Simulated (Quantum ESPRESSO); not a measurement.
**Convergence of NMR parameters in BaZrO₃**

```
BaZrO3
1.0
    4.21239     0.00000     0.00000
    0.00000     4.21239     0.00000
    0.00000     0.00000     4.21239
Ba Zr O
1 1 3
Cartesian
  0.00000   0.00000   0.00000
  2.10620   2.10620   2.10620
  2.10620   0.00000   2.10620
  0.00000   2.10620   2.10620
  2.10620   2.10620   0.00000
```
The cell comes from the Materials Project (a computed structure). It is BaZrO3 in Pm-3m. Stability against distortions was not tested. The run has no spin polarisation.

Method: σ by PBE GIPAW on JTH datasets (Quantum ESPRESSO, modified build). The cutoff rises from row to row, with the meshes as listed. These are absolute shieldings with no macroscopic susceptibility term; δ = σ_ref − σ needs a reference computed alike. Spin–orbit coupling is left out; its weight grows with the heaviest atom, Ba here.

```tsv
setting	cutoff (Ha)	k-mesh	σ_iso Ba (ppm)	σ_iso Zr (ppm)	σ_iso O (ppm)	f-sum rule missed by (%)
A	15.5	3×3×3 through Γ	4913.2	1634.8	-104.3	1.3
B	17.5	3×3×3 shifted	4961.9	1338.5	-217.2	0.92
C	22.5	6×6×6 shifted	4938.4	1467.2	-176.1	0.02
D	32.5	8×8×8 shifted	4938.4	1471.0	-174.7	0.00
```

Largest change from the last row but one to the last: σ_iso Zr (ppm) by 3.8.
